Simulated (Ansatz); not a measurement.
# Ir₃Ru₂: rattling a relaxed structure

The cell was found from a structure generator's guess, not taken from experiment.

All numbers below come from Ansatz 0.2.0, DFT PBE, scalar-relativistic, plane waves, PAW. Plane waves to 420 eV, a k mesh through Γ of 18×18×2 on the computed 10-atom cell and Gaussian smearing (0.10 eV); no spin polarisation.

The cell below (10 atoms, space group P-3m1 (No. 164)) is relaxed within its symmetry.

```xyz
10
Lattice="2.7393 0.0000 0.0000 -1.3697 2.3723 0.0000 0.0000 0.0000 21.8990" Properties=species:S:1:pos:R:3 pbc="T T T"
Ru    0.0000    1.5815    3.3164
Ru    0.0000    1.5815   16.4891
Ru    1.3697    0.7908    5.4099
Ru    1.3697    0.7908   18.5826
Ir    0.0000    1.5815   20.7614
Ir    0.0000    1.5815    7.5812
Ir    0.0000    1.5815   12.0665
Ir    1.3697    0.7908    1.1376
Ir    1.3697    0.7908    9.8325
Ir    1.3697    0.7908   14.3178
```

For the test it was strained at random (σ = 1.5 % a component), the atoms were moved at random (σ = 0.10 Å), and all was relaxed again on a coarse 12×12×1 mesh (in the run’s order of axes) with 0.20 eV smearing, with no symmetry imposed.

Spin–orbit coupling, which can matter for Ir, is left out.

**Question.** Does it come back?

**Answer.** It returns, within 1 meV/atom of the unmoved cell on that mesh and with the same symmetry when read at 0.1 Å (C2/m at 0.01 Å, so small strains and shifts remain). So it is stable against the distortions that fit this cell and that this random move excites. Modes that don't fit the cell aren't tested.
